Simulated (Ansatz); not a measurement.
ZnGaNO in space group P3m1 (No. 156; Ga on 1b, N on 1b, Zn on 1c, O on 1c) under volume change, PBEsol (plane waves, PAW; program Ansatz), shape and atoms relaxed at each volume.

```csv
V (Å³/atom),E − E(relaxed) (meV/atom),P (GPa)
10.893,49.3,16.10
11.252,20.5,9.75
11.611,4.8,4.42
11.970,0.0,0.00
12.330,4.2,-3.59
12.689,15.4,-6.29
13.048,31.3,-7.63
```

### Question
What does a third-order Birch–Murnaghan fit give for V₀, B₀ and B′?

### Answer
V₀ = 11.97 Å³/atom, B₀ = 125 GPa, B′ = 6.9.

The start of the workflow was typed in or built on a structure type; the Crystallography Open Database copy checked does not list it. Whether it is the stable phase at ambient conditions was not checked. The cell was relaxed with PBEsol under the symmetry of its start; of distortions, only those at the zone centre were tested.

Potentials: the earlier of the program's two PAW sets.
